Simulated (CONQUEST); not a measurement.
Worked example: self-consistent single point of C (P6_3/mmc, 8 atoms in the cell; from Materials Project mp-48, lattice scaled a little) in CONQUEST.

Method: LDA (PW92), numerical atomic orbitals double-zeta with polarisation (the shipped basis), PseudoDojo norm-conserving potentials made for LDA run with CONQUEST.

```
CELL_PARAMETERS angstrom
      2.50011     0.00000     0.00000
      0.00000     4.33031     0.00000
      0.00000     0.00000     7.90685
ATOMIC_POSITIONS crystal
  C  0.00000 0.00000 0.25000
  C  0.00000 0.00000 0.75000
  C  0.00000 0.33333 0.25000
  C  0.50000 0.16667 0.75000
  C  0.50000 0.50000 0.25000
  C  0.50000 0.50000 0.75000
  C  0.50000 0.83333 0.25000
  C  0.00000 0.66667 0.75000
```

Reference input (self-consistent single point, DFT, LDA (PW92), numerical atomic orbitals double-zeta with polarisation (the shipped basis), PseudoDojo norm-conserving potentials made for LDA): basis = DZP; Diag.MPMeshX, Y, Z = 9 5 3; potentials = PseudoDojo norm-conserving LDA; Grid.GridCutoff = 140 Ha; DM.SolutionMethod = diagon; Diag.kT = 0.004998 Ha; Diag.GammaCentred = true; minE.SCTolerance = 1.0e-06; SC.MaxIters = 100; SC.LinearMixingFactor = 0.3; SC.KerkerPreCondition = true; SC.KerkerFactor = 0.5 1/bohr. This run's input differs from it in these lines:

```diff
@@ -16,5 +16,5 @@
 Diag.MPMesh                    T
-Diag.MPMeshX                   9
-Diag.MPMeshY                   5
-Diag.MPMeshZ                   3
+Diag.MPMeshX                   5
+Diag.MPMeshY                   3
+Diag.MPMeshZ                   2
 Diag.GammaCentred              T
```

Log, with long lists cut:

```
    new_SC_potl: Starting.  Tolerance:  0.10000E-05

    PulayMixSC: Starting Pulay mixing, A_up =  0.300 A_dn =  0.300
    PulayMixSC: Spin non-polarised calculation.
    PulayMixSC: with Kerker preconditioning, q0 =  0.500
          Harris-Foulkes Energy            :       -48.308897671419039 Ha
          GroundState Energy (E-(1/2)TS)   :       -48.308921424718527 Ha
          Free Energy (E-TS)               :       -48.308945178018014 Ha
          DFT Total Energy                 :       -48.133574855529346 Ha
          Total number of electrons        :        31.999999999999030
   [... lines left out ...]
          Total number of electrons        :        32.000020656593875
    PulayMixSC: Pulay iteration    21 residual:              0.14499E-05
          Harris-Foulkes Energy            :       -48.186589653229959 Ha
          GroundState Energy (E-(1/2)TS)   :       -48.186611796494240 Ha
          Free Energy (E-TS)               :       -48.186633939758522 Ha
          DFT Total Energy                 :       -48.186589655256398 Ha
          Total number of electrons        :        32.000019495954859
    PulayMixSC: Pulay iteration    22 residual:              0.95713E-06
    PulayMixSC: Reached SCF tolerance of  0.95713E-06 after     22 iterations
      | Number of electrons      =        32.000019
      |* band energy as 2Tr[K.H] =       -17.676624898652381 Ha
      |  screened ion-ion energy =       -29.907602209729649 Ha
      |  Ha correction           =        -2.250181307620876 Ha
      |  XC correction           =         1.647807573775206 Ha
      | GS Energy as E-(1/2)TS   =       -48.186611796494240 Ha
      | Free Energy as E-TS      =       -48.186633939758522 Ha
      |* Harris-Foulkes energy   =       -48.186589653229959 Ha
      |* DFT total energy        =       -48.186589655256398 Ha
      |  estimated accuracy      =         0.000000002026439 Ha

    force: Forces on atoms (Ha/A )
    force:  Atom   X              Y              Z
   [... lines left out ...]
    force: Maximum force :        0.00098032(Ha/A ) on atom         8 in y direction
   [... lines left out ...]
    force: Force Residual:        0.00093339 Ha/A
    force: Total stress:         13.12061815    -0.00000000     0.00000000 GPa
                             0.00000000    14.77172203    -0.00000000
                             0.00000000     0.00000000     1.96384297
    force: Average pressure:     -9.95206105 GPa

    force: Finished force
    get_E_and_F: Change in energy during last step of electronic optimisation:  0.11076E-07
```

The run converged in 22 iterations. CONQUEST prints the stress tensor with tension positive. Against the reference run the free energy rises by 6.6 meV/atom and the pressure stays near -9.95 GPa while the xx stress (positive for compression) goes from -14.32 to -13.12 GPa.

The program uses no crystal symmetry, so grid and mesh can part values that symmetry would make equal. The atom-centred basis is finite, which shifts total energies and pressures against plane waves. This run is one point of a test of settings, so its values need not be converged; read them against the reference run alone. The structure comes from a collection of computed structures, made at another level of theory; the collection holds predicted forms beside known ones. Its lattice was then scaled.

Cost on one core: about 60 core-seconds (a rough figure).
